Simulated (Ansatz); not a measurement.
A geometry of Cu away from equilibrium: the start of the relaxation of a generated trial cell of Cu in the AFLOW prototype A_hR2_166_c (A7, as in As). These are PBE (plane waves to 420 eV, PAW, scalar-relativistic; Ansatz, a first-principles code) values and carry that method's errors. Γ-centred k-mesh 13×13×13 on the run's cell (coarser than for final values), Fermi–Dirac smearing 0.05 eV.

```xyz
2
Lattice="1.5413 0.8899 2.8582 -1.5413 0.8899 2.8582 0.0000 -1.7798 2.8582" Properties=species:S:1:pos:R:3:forces:R:3 pbc="T T T" free_energy=-13248.244 pressure_GPa=42.6
Cu     0.0000     0.0000     1.9511    0.0000    0.0000    4.9998
Cu     0.0000     0.0000     6.6236    0.0000    0.0000   -4.9998
```

Positions in Å, forces in eV/Å, free energy of the cell in eV (comparable only within this code, potentials and settings). Largest force: 5.00 eV/Å, on Cu1, Cu2 (atoms numbered as listed); the geometry lies 1.07 eV/atom above the end of its relaxation.

No spin polarisation in the result.

The run could not lose the symmetry of its start.
